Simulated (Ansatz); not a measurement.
## CaGeS3O12: ³³S NMR of the central transition

Cell: a Materials Project structure (computed, not necessarily an observed phase).

Space group R3c:H (No. 161); a = 8.8737, c = 21.4863 Å, γ = 120.00°.

```csv
site,Wyckoff,site symmetry,x,y,z
Ca,6a,3.,0.0000,0.0000,0.3727
Ge,6a,3.,0.0000,0.0000,0.6475
S,18b,1,0.9250,0.2870,0.5839
O11,18b,1,0.1852,0.9870,0.3048
O17,18b,1,0.7800,0.9222,0.6931
O23,18b,1,0.9899,0.7571,0.4056
O29,18b,1,0.9215,0.1144,0.5892
```

One atom of each set is listed; the run and its k-mesh use a cell of 34 atoms with edges of 8.81, 8.81, 8.81 Å.

All values are calculated (Ansatz; DFT, r2SCAN, plane waves and PAW, scalar-relativistic, 500 eV cutoff, Γ-centred 3×3×3 k-points, Fermi–Dirac smearing 0.02 eV), not measured.

³³S has I = 3/2 and Q = -69.40 mb (Pyykkö 2018); at 7.05 T its Larmor frequency is ν₀ = 23.1 MHz. Only the quadrupole interaction is simulated: positions count from each site's isotropic chemical shift, and shift anisotropy, dipolar and J coupling are left out.

(1) Give C_Q, η, the quadrupolar product P_Q = |C_Q|(1 + η²/3)^½, the second-order isotropic shift and the breadth of the pattern (static powder) for each S site.

## Answers

(1) 

```tsv
site	first shell	C_Q (MHz)	η	P_Q (MHz)	δ_QIS (ppm)	breadth (kHz)
S	4 O at 1.43–1.54 Å	8.02	0.38	8.21	-3171	488
```

δ_QIS = −(ν_Q²/30ν₀²)[I(I+1) − 3/4](1 + η²/3) × 10⁶ ppm with ν_Q = 3|C_Q|/[2I(2I−1)]; it falls as 1/B₀² in ppm, and the breadth as 1/B₀ in kHz.

With ν_Q/ν₀ up to 0.17, terms beyond second order are no longer negligible.

The largest force is 0.4 eV/Å, so the atoms aren't at the calculated equilibrium and relaxing them would move these values.
